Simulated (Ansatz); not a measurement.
Rb₂SnHgTe₄:
```cif
data_Hg2Rb4Sn2Te8
_chemical_formula_sum 'Rb4 Sn2 Hg2 Te8'
_space_group_name_H-M_alt 'I-42m'
_space_group_IT_number 121
_space_group_name_Hall 'I -4 2'
_cell_length_a 8.93234
_cell_length_b 8.93234
_cell_length_c 7.50013
_cell_angle_alpha 90.000
_cell_angle_beta 90.000
_cell_angle_gamma 90.000
loop_
_atom_site_label
_atom_site_type_symbol
_atom_site_symmetry_multiplicity
_atom_site_Wyckoff_symbol
_atom_site_fract_x
_atom_site_fract_y
_atom_site_fract_z
_atom_site_occupancy
Rb1 Rb 4 c 0.00000 0.50000 0.00000 1
Sn1 Sn 2 b 0.00000 0.00000 0.50000 1
Hg1 Hg 2 a 0.00000 0.00000 0.00000 1
Te1 Te 8 i 0.33067 0.33067 0.23752 1
```
(The calculation used a cell of 8 atoms; values per cell refer to that cell.)

Relaxed with r²SCAN. r²SCAN (plane waves, PAW; program Ansatz) gives a gap of 0.90 eV.

Problem. What gap does HSE06 give on the same cell (Ansatz, PAW)?

Solution. 1.33 eV, 0.43 eV more. The hybrid was solved on a coarser mesh and at special points; its gap is the smallest among all of these.

Cost on shared cores: the r²SCAN run (SCF on a 5×5×5 mesh, then bands and DOS) about 8 core-minutes (a rough figure), the HSE06 run (SCF on 3×3×3, then a few points) roughly 4 core-minutes; the tasks are unlike.

The first step of the workflow began from a Materials Project structure, measured or hypothetical; the Crystallography Open Database files this formula in space group No. 121, but the cells were not matched. Its standing as an ambient phase is unchecked. The cell was relaxed with r²SCAN under the symmetry of its start; its stability against distortions is not shown here. Scalar-relativistic: spin–orbit coupling is off unless named, which matters more the heavier the elements.

Potentials: the later of the program's two PAW sets.
